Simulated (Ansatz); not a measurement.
RuC, first-principles data

RuC:
Space group Pm-3m (No. 221); a = 2.6330 Å, b = 2.6330 Å, c = 2.6330 Å, α = 90.00°, β = 90.00°, γ = 90.00°

| atom | site | symmetry | x | y | z |
|---|---|---|---|---|---|
| Ru | 1a | m-3m | 0.0000 | 0.0000 | 0.0000 |
| C | 1b | m-3m | 0.5000 | 0.5000 | 0.5000 |

Space group Pm-3m (No. 221), CsCl type; conventional cell a = b = c = 2.6330 Å, α = β = γ = 90.00°.

Method: plane-wave PAW PBEsol (Ansatz code). The cell and atoms are relaxed at this level. Other levels are named where they apply.

### Cell and energy

| Quantity | Value |
|---|---|
| Volume per atom | 9.13 Å³ |
| Density | 10.29 g/cm³ |
| Formation energy from the elements (no fitted shifts) | 1.06 eV/atom |

### Electronic structure

| Item | Result |
|---|---|
| Electronic character | metallic (no gap) |
| Density of states at the Fermi level | 0.67 states/eV per atom (mean over ±0.08 eV) |
| Gap with spin–orbit coupling | none (metallic) |

### Mechanics

| Quantity | Result |
|---|---|
| Bulk modulus (Birch–Murnaghan fit) | 378 GPa |
| Pressure derivative B′ | 4.6 |
| Elastic constants (relaxed ions, GPa) | C11 = 875, C12 = 132, C44 = -31.5 |
| Mechanical stability | unstable (C has a negative eigenvalue) |

### Phonons

| Item | Value |
|---|---|
| Zone-centre stability | unstable, softest mode 292i cm⁻¹ |

The cell is a constructed one: a structure type filled with these elements; neither database checked (COD, Materials Project) lists it. Its standing as an ambient phase is unchecked. The PBEsol relaxation kept the symmetry of its start. The run is not spin-polarised. As this level gives no gap, shear constants depend on the k-mesh and smearing (Fermi–Dirac, 0.1 eV here). As this level gives no gap, phonon frequencies hold no LO–TO term and depend on the k-mesh and smearing (Fermi–Dirac, 0.1 eV here). The references are the lowest solids computed at this level, not always the standard phases. Scalar-relativistic: spin–orbit coupling is off unless named, which matters more the heavier the elements.

Potentials: the later of the program's two PAW sets.
